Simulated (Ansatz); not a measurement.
Starting cell, AlNi (CsCl type):

```yaml
crystal:
  lattice:
    - [2.86315, 0.00000, 0.00000]
    - [0.00000, 2.86315, 0.00000]
    - [0.00000, 0.00000, 2.86315]
  atoms:
    - { symbol: Al, position: [0.00000, 0.00000, 0.00000] }
    - { symbol: Ni, position: [0.50000, 0.50000, 0.50000] }
```

In this cell atom 2 (Ni, nearest neighbour Al at 2.480 Å; its periodic images, 2.9 Å or more away, move with it) is moved by s along Cartesian [111], unit vector (0.577, 0.577, 0.577); all other atoms and the cell stay fixed.

Computed with r2SCAN (plane waves to 500 eV, PAW, scalar-relativistic; Ansatz, a program for electronic structure). k mesh 13×13×13 (Γ-centred), Fermi-Dirac smearing 0.05 eV. Energies are smeared free energies. With partly filled bands, energies and forces of such displacements shift with the k mesh and the smearing. AlNi is run without spin polarisation. AlNi was relaxed with its symmetry unable to fall. ΔE is measured from the undisplaced structure.

Successive frames, forces in eV/Å:

```
frame         ΔE (meV/cell)                  F on Al1               F on Ni2
------------  -------------  ------------------------  ---------------------
s = -0.200 Å            135  (-0.811, -0.811, -0.811)  (0.811, 0.811, 0.811)
s = -0.150 Å             75  (-0.587, -0.587, -0.587)  (0.587, 0.587, 0.587)
s = -0.100 Å             33  (-0.381, -0.381, -0.381)  (0.381, 0.381, 0.381)
```

What are the energy and the forces in the next frame, s = -0.050 Å?

ΔE (meV/cell) = 8.

| atom | Fx | Fy | Fz |
|---|---|---|---|
| Al1 | -0.188 | -0.188 | -0.188 |
| Ni2 | 0.188 | 0.188 | 0.188 |

(For displaced atoms, the force is minus the slope of the energy, and its curvature is a force constant, which sets phonon frequencies.)
